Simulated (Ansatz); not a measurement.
The start is a generated cell, TiTe2 built in the anatase structure type. The cell and all atomic positions are relaxed at zero pressure with PBEsol (plane waves to 420 eV, PAW, scalar-relativistic; Ansatz, a first-principles code). The first steps use a coarse 6×6×6 k-mesh.

The start:
```
CELL_PARAMETERS angstrom
     -2.63329     2.63329     6.61906
      2.63329    -2.63329     6.61906
      2.63329     2.63329    -6.61906
ATOMIC_POSITIONS crystal
  Ti 0.50000 0.50000 0.00000
  Ti 0.25000 0.75000 0.50000
  Te 0.29190 0.29190 0.00000
  Te 0.04190 0.54190 0.50000
  Te 0.45810 0.95810 0.50000
  Te 0.70810 0.70810 0.00000
```

Question: By how much does the energy per atom fall from start to end?

Answer: 0.10 eV/atom.

Question: How does the volume change?

Answer: -15.4 %, from 30.60 to 25.90 Å³/atom.

Question: How do the shortest distances between atoms change?

Answer: The closest pairs of elements (up to four, under 3.6 Å), start → end: Te–Ti 2.69 → 2.71 Å; Te–Te 3.43 → 3.63 Å.

Question: What band gap does the relaxed structure have at this level?

Answer: No gap (metallic).

Question: Give the final cell and atomic positions.

Answer: 
```cif
data_Te8Ti4
_chemical_formula_sum 'Ti4 Te8'
_space_group_name_H-M_alt 'I41/amd :1'
_space_group_IT_number 141
_space_group_name_Hall 'I 4bw 2bw -1bw'
_cell_length_a 5.42417
_cell_length_b 5.42417
_cell_length_c 10.56186
_cell_angle_alpha 90.000
_cell_angle_beta 90.000
_cell_angle_gamma 90.000
loop_
_atom_site_label
_atom_site_type_symbol
_atom_site_symmetry_multiplicity
_atom_site_Wyckoff_symbol
_atom_site_fract_x
_atom_site_fract_y
_atom_site_fract_z
_atom_site_occupancy
Ti1 Ti 4 b 0.00000 0.00000 0.50000 1
Te1 Te 8 e 0.00000 0.00000 0.23947 1
```
(The calculation used a cell of 6 atoms; values per cell refer to that cell.)

The space group stays I4₁/amd (No. 141) (the run could not lower it); the end is anatase type, with 6 atoms in the primitive cell. Final values are on a 12×12×12 k-mesh of the relaxed cell. No spin polarisation in the result.

The run could not lose the symmetry of its start, so the end can be a saddle point.

The relaxed structure here is a generated cell of TiTe2: the first start was made by placing the elements on the sites of a structure type, and the end was not matched to a known phase here, so it may be hypothetical. Known forms of TiTe2 include space group No. 164.
